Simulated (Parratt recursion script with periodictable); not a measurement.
## How fast does roughness lower the EUV peak of a Si/Mo multilayer on Si?

| layer, from the top | thickness (Å) | density (g/cm³) | rms roughness of its top face (Å) | δ at 13.5 nm | β at 13.5 nm |
|---|---|---|---|---|---|
| Si (in each period) | 43.8 | 2.313 | varied | 9.927 × 10⁻⁴ | 0.001813 |
| Mo (in each period) | 35.9 | 10.026 | varied | 0.07476 | 0.006314 |
| Si (substrate) | – | 2.313 | 5 | 9.927 × 10⁻⁴ | 0.001813 |

The refractive index is n = 1 − δ + iβ; the runs take δ and β at each wavelength of the scan. Vacuum lies above.

Densities are inputs, not measurements. They were set from computed cells of the Materials Project: Si from entry mp-149 (Fd-3m, 2.313 g/cm³); Mo from entry mp-129 (Im-3m, 10.026 g/cm³). A layer's crystal structure does not enter its constants, only its composition and density.

Calculation: EUV and soft X-ray reflectivity, Parratt recursion, Névot-Croce roughness, Henke tables; Parratt recursion script with periodictable 1.7.1.

Light falls at α = 30° from the surface normal. It is s-polarised. The wavelength is scanned from 12.42 to 14.58 nm in 161 evenly spaced points, without smoothing. The peak is the highest scan point; its wavelength and height come from a parabola through R at that point and its two neighbours.

The pair is repeated 60 times. The runs differ only in σ, the roughness on top of both layers of each period; the substrate's stays as listed.

| σ (Å) | peak λ (nm) | peak R (%) |
|---|---|---|
| 3 | 13.348 | 72.9 |
| 5 | 13.337 | 71.6 |
| 6 | 13.330 | 70.7 |
| 9 | 13.306 | ? |

Question: Estimate the peak reflectivity at σ = 9 Å from a line of ln R against σ², and compare with the factor exp[−(2πσ/D)²] for one weak reflection.

Answer: With R₀ = 72.9 % of the first row, ln(R/R₀) is 0.0000 at σ² = 9, −0.0180 at σ² = 25, −0.0306 at σ² = 36 Å². A least-squares line has slope −0.00113 Å⁻² and intercept 0.0102, which gives 67.2 % at σ² = 81 Å². For D = 79.7 Å, (2π/D)² = 0.00622 Å⁻², and that slope from the first row gives 46.6 %.

The run gave 67.0 %, so the line misses by 0.2 points. The fitted slope is 0.18 of (2π/D)² in size.
